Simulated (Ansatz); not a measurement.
**TaN: energy along a strain**

TaN, Fm-3m, a = 4.358 Å (as given, not relaxed at this level: 9.8 GPa). This isn't the usual stable structure of the compound. Ansatz: r2SCAN, PAW, 500 eV, Γ-centred 18×18×18 mesh on 2 atoms, Gaussian smearing 0.15 eV; no spin polarisation. Cell vectors (Å): 0.000 2.179 2.179; 2.179 0.000 2.179; 2.179 2.179 0.000. The cell is strained by x per cent times the pattern (0 1 0 0 0 0) in the order xx yy zz yz xz xy (engineering shears), with fractional coordinates held. y is the free energy over the start, V0 = 10.346 Å³/atom.

```tsv
x (%)	y (meV/atom)
-2.00	?
-1.50	16.01
-1.00	9.17
-0.50	3.86
0.00	0.00
0.50	-2.49
1.00	-3.67
1.50	-3.62
1.75	-3.16
2.00	-2.41
```

Task: Fit y = c1 x + c2 x² + c3 x³ to the other rows, get the stiffness along the pattern, and predict the missing energy.

Result: Least squares on the rows shown. y = −6.3254 x + 2.7527 x² − 0.096567 x³. The clamped-ion stiffness p·C·p = 2 × 27.53 eV × 160.2 / 10.346 Å³ = 852 GPa, which is C22 in these axes (C11 of the cubic crystal) (second derivative at the start, which stands under stress). At x = -2.00 the fit asked for gives 24.43 meV/atom. The run gave 24.49 meV/atom, so the fit is 0.06 meV/atom too low, a small miss on the scale of the series.

Spin–orbit coupling is left out, which can shift energies with elements as heavy as these.